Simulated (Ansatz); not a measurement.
A geometry of SnO away from equilibrium: the start of the relaxation of a relaxed SnO cell, doubled along one cell vector, shaken by Gaussian noise of σ = 0.08 Å a coordinate. Computed with r2SCAN (plane waves to 500 eV, PAW, scalar-relativistic; Ansatz, an electronic-structure program). Γ-centred k-mesh 8×8×4 on the run's cell (coarser than for final values), Fermi–Dirac smearing 0.05 eV.

```xyz
4
Lattice="1.6575 0.9570 4.2502 -1.6575 0.9570 4.2502 0.0000 -3.8279 8.5003" Properties=species:S:1:pos:R:3 pbc="T T T"
Sn    -0.0526     0.0940     2.6850
Sn    -0.0425    -1.8837     6.8785
O     -0.0301    -0.0202    10.1203
O     -0.0214    -1.9291    14.2854
```

Which atoms carry the largest force, and which way does it point?

0.83 eV/Å, on Sn1 (atoms numbered as listed); on Sn1 its components are (0.13, -0.43, -0.70).

What is the pressure?

-1.7 GPa, compression positive.

How far above the relaxed end point is this geometry?

0.02 eV/atom; the path ends in Cm (No. 8) at a tolerance of 0.01 Å, R3m (No. 160) at 0.1 Å.

No spin polarisation in the result. Without a van der Waals term the distances between weakly bound units are poorly fixed.

The end of the path is a generated cell of SnO: the first start was made by placing the elements on the sites of a structure type, and the end was not matched to a known phase here, so it may be hypothetical. Known forms of SnO include space group No. 129.
